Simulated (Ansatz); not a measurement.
Data:

SrAgSF:
```
SrAgSF
1.0
    3.98251     0.00000     0.00000
    0.00000     3.98251     0.00000
    0.00000     0.00000     8.76814
Sr Ag S F
2 2 2 2
Direct
  0.00000   0.50000   0.84240
  0.50000   0.00000   0.15760
  0.50000   0.50000   0.50000
  0.00000   0.00000   0.50000
  0.00000   0.50000   0.30645
  0.50000   0.00000   0.69355
  0.50000   0.50000   0.00000
  0.00000   0.00000   0.00000
```

This is the LDA-relaxed structure. x, y and z are the axes in which the lattice vectors are written.

Problem. All from the program Ansatz at the LDA level (PAW), unless another level is named. Give the hole effective mass, band 1 of 2 at the edge.

Solution. 2.3 along x, 6.5 along z (mₑ).

Problem. Predict the weight of the conduction-edge state by species (Voronoi cells).

Solution. S 41 %, Ag 33 %, Sr 16 %, F 10 %.

Problem. Give the valence-band maximum.

Solution. at Γ.

Space group P4/nmm. The first step of the workflow began from a Materials Project structure, measured or hypothetical; the Crystallography Open Database copy checked does not list it. Whether it is the stable phase at ambient conditions was not checked. The cell was relaxed with LDA under the symmetry of its start; phonons on a q-mesh show no instability. No spin polarisation was allowed. Scalar-relativistic: spin–orbit coupling is off unless named, which matters more the heavier the elements.

Potentials: the later of the program's two PAW sets.

Edges and masses are those of Kohn–Sham bands, whose gap is no quasiparticle gap.
